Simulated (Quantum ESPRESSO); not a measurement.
```
Li3Zn2SbO6
1.0
    2.65989    -4.58535     0.00000
    2.65989     4.58535     0.00000
   -1.82817     0.00000     4.94365
Li O Zn Sb
3 6 2 1
Direct
  0.82990   0.17010   0.50000
  0.17010   0.82990   0.50000
  0.50000   0.50000   0.50000
  0.07871   0.39253   0.23558
  0.92129   0.60747   0.76442
  0.60747   0.92129   0.76442
  0.39253   0.07871   0.23558
  0.23527   0.23527   0.77148
  0.76473   0.76473   0.22852
  0.66660   0.33340   0.00000
  0.33340   0.66660   0.00000
  0.00000   0.00000   0.00000
```

The geometry is that of Materials Project entry mp-557328, symmetrised and not relaxed again.

Q: What does LDA (pw.x of Quantum ESPRESSO, ONCV potentials, no spin-orbit coupling) give for the electronic structure near the Fermi level?

A: The LDA gap is indirect, 2.40 eV, from 33 % of the way from H to Z to Γ; the smallest direct gap is 2.55 eV. Without spin-orbit coupling, band edges of such heavy elements can be off by tenths of an eV.

The structure is a Materials Project entry; no match was found in the copy of COD used, and its stability was not checked.
